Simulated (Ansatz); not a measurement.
# From three elastic constants to directional properties of NaCl

Level of theory: Ansatz 0.2.0, DFT PBE, scalar-relativistic, plane waves, PAW. Settings: 420 eV plane-wave cutoff, Γ-centred 8×8×8 mesh, fixed occupations. No spin polarisation.

The cell, relaxed at this level:
```
CELL_PARAMETERS angstrom
0.00000 2.84763 2.84763
2.84763 0.00000 2.84763
2.84763 2.84763 0.00000
ATOMIC_POSITIONS crystal
Na 0.00000 0.00000 0.00000
Cl 0.50000 0.50000 0.50000
```

With ions relaxed, on the cubic axes: C11 = 47.3, C12 = 11.9, C44 = 12.4 GPa. The density is 2.101 g/cm³. Zone-centre modes weren't checked beside this run.

Question: Is the crystal stable against strain, and how anisotropic is it?

Answer: Born's conditions hold: C11 + 2C12 = 71.1, C11 − C12 = 35.4 and C44 = 12.4 GPa are all positive. B = (C11 + 2C12)/3 = 23.7 GPa. The two shear moduli are C44 and C′ = (C11 − C12)/2 = 17.7 GPa, so Zener's ratio is A = C44/C′ = 0.70: the shear C44 is the soft one, as in NaCl, KCl, the halide perovskites and the bcc metals V, Nb, Cr and Mo. The Cauchy pressure C12 − C44 is -0.5 GPa; it would vanish for pair forces between atoms on inversion centres at zero pressure, and here it is small.

Question: Give the sound speeds along the three symmetry directions.

Answer: The Christoffel equation gives ρv² for each branch:
```csv
direction,branch,ρv²,GPa,v (m/s)
[100],L,C11,47.3,4744
[100],T (×2),C44,12.4,2426
[110],L,(C11 + C12 + 2C44)/2,42.0,4468
[110],"T, u ∥ [001]",C44,12.4,2426
[110],"T, u ∥ [1-10]",(C11 − C12)/2,17.7,2902
[111],L,(C11 + 2C12 + 4C44)/3,40.2,4373
[111],T (×2),(C11 − C12 + C44)/3,15.9,2753
```

Question: How does Young's modulus depend on direction?

Answer: Inverting gives S11 = 23.529, S12 = -4.728, S44 = 80.841 TPa⁻¹. Along a unit vector (l, m, n), 1/E = S11 − 2(S11 − S12 − S44/2)(l²m² + m²n² + n²l²), where the last bracket is 0, 1/4 and 1/3 for [100], [110] and [111]: E = 43, 34 and 32 GPa. With A < 1 the cube edge is stiffest. For a film on (001), the biaxial modulus is C11 + C12 − 2C12²/C11 = 53 GPa and the normal strain is −2C12/C11 = -0.50 times the in-plane one.

Cost: 1 run of about 0.19 core-minutes, on Intel Xeon Platinum 8488C (Sapphire Rapids) (shared hosts).